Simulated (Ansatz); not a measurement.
CaIrO₃ in space group Cmcm (No. 63; Ca on 4c, Ir on 4a, O on 4c, O on 8f) at seven volumes, DFT-r²SCAN in the program Ansatz with PAW potentials, shape and atoms relaxed at each. One row is withheld.

```tsv
V (Å³/atom)	P (GPa)
10.245	20.71
10.583	12.63
10.920	5.80
11.258	0.01
11.596	-4.90
11.933	?
12.271	-12.44
```

Problem. Fit the shown pressures and predict the withheld one.

Solution. P = (3/2)B₀(x^(7/2) − x^(5/2))[1 + (3/4)(B′ − 4)(x − 1)] with x = (V₀/V)^(2/3). Least squares on the six rows gives V₀ = 11.259 Å³/atom, B₀ = 176 GPa, B′ = 4.63. At V = 11.933, x = 0.9620 and P = -8.95 GPa. The run itself gave -9.01 GPa.

The workflow started from an entry of the Crystallography Open Database (COD, 298 K). Its standing as an ambient phase is unchecked. The cell was relaxed with r²SCAN under the symmetry of its start; whether a distortion lowers the energy is not shown. No spin polarisation was allowed. Spin–orbit coupling is left out wherever it is not named.

Potentials: the later of the program's two PAW sets.
